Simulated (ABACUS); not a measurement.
Consider a self-consistent single point of Zr (Ibam, 12 atoms in the cell; from Materials Project mp-1077723, changed as shown).

```
Zr
1.0
    5.30113     0.00000     0.00000
    0.00000     8.13671     0.00000
    0.00000     0.00000     6.06533
Zr
12
Direct
  0.50000   0.50000   0.75000
  0.50000   0.50000   0.25000
  0.07833   0.32272   0.00000
  0.92167   0.67728   0.00000
  0.57833   0.17728   0.00000
  0.42167   0.82272   0.00000
  0.00000   0.00000   0.25000
  0.00000   0.00000   0.75000
  0.57833   0.82272   0.50000
  0.42167   0.17728   0.50000
  0.07833   0.67728   0.50000
  0.92167   0.32272   0.50000
```

Level of theory: PBEsol, numerical atomic orbitals TZDP (confined pseudo-atomic orbitals with Gaussian additions; energy shift 0.01 Ry), PseudoDojo 0.4 standard norm-conserving PBEsol (tails mended) pseudopotentials in ABACUS.

ABACUS settings:

basis: TZDP numerical atomic orbitals, energy shift 0.01 Ry
KPT: Gamma 6 4 4 0 0 0
basis_type: lcao
dft_functional: PBESOL
ecutwfc: 100 Ry
smearing_method: fd
smearing_sigma: 0.00734986 Ry
potentials: PseudoDojo 0.4 standard norm-conserving PBEsol (tails mended)
symmetry: 1
symmetry_prec: 1e-05
ks_solver: genelpa
scf_nmax: 100
scf_thr: 1.0e-07
mixing_type: broyden
mixing_beta: 0.7

Results:

- Number of valence electrons = 144
- Number of bands = 87
- Number of k-points after the program's reduction = 36
- Size of the basis = 468
- Number of SCF iterations = 12
- Free energy E − TS = -16521.2434 eV
- Fermi level (on the code's own zero) = 14.89 eV
- Pressure = 3.76 GPa
- Largest force (vector length) = 0.166 eV/Å

Forces (eV/Å):
```csv
atom,Fx,Fy,Fz
Zr1,0.000,0.000,0.000
Zr2,0.000,0.000,0.000
Zr3,-0.068,0.152,0.000
Zr4,0.068,-0.152,0.000
Zr5,-0.068,-0.152,0.000
Zr6,0.068,0.152,0.000
Zr7,0.000,0.000,0.000
Zr8,0.000,0.000,0.000
Zr9,-0.068,0.152,0.000
Zr10,0.068,-0.152,0.000
Zr11,-0.068,-0.152,0.000
Zr12,0.068,0.152,0.000
```

Stress (GPa, positive for compression):
```
3.64  0.00  0.00
0.00  3.66  0.00
0.00  0.00  3.97
```

For comparison: a first run was changed to give this one (lattice scaled by 0.98), and from it to this one the free energy rises by 5.1 meV/atom and the pressure goes from -2.30 to 3.76 GPa.

The atom-centred basis is finite, which shifts total energies, pressures and forces against plane waves. The structure comes from a collection of computed structures, made at another level of theory; the collection holds predicted forms beside known ones. Its lattice was then scaled. No clean gap shows at this smearing width and mesh (spacing up to 0.26 Å⁻¹); the mesh is coarse for partly filled bands, so the values carry mesh errors.

Cost on one core: about 7 core-minutes (a rough figure).

The atomic orbitals were generated for these runs; they are not ABACUS's published sets and were checked against plane waves on a few crystals only.

“Tails mended”: in these copies of the files the far tail of each local potential was reset to the Coulomb form.
